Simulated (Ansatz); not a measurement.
LiPd (CsCl type, Pm-3m) at seven volumes, plane-wave PAW PBEsol (Ansatz code), scaled uniformly. One row is withheld.

```
V (Å³/atom)  P (GPa)
-----------  -------
11.552         10.13
11.933          6.15
12.314             ?
12.695          0.01
13.076         -2.35
13.456         -4.32
13.837         -5.97
```

**Question.** Fit the shown pressures and predict the withheld one.

**Answer.** Third-order Birch–Murnaghan: P = (3/2)B₀(x^(7/2) − x^(5/2))[1 + (3/4)(B′ − 4)(x − 1)] with x = (V₀/V)^(2/3). Least squares on the six rows gives V₀ = 12.696 Å³/atom, B₀ = 85.39 GPa, B′ = 4.82. At V = 12.314, x = 1.0206 and P = 2.81 GPa. The run itself gave 2.81 GPa.

The workflow started from an entry of the Crystallography Open Database (COD), which files this formula under 2 space groups. Its standing as an ambient phase is unchecked. Symmetry was held in the PBEsol relaxation; whether a distortion lowers the energy is not shown. The run is not spin-polarised.

Potentials: the later of the program's two PAW sets.
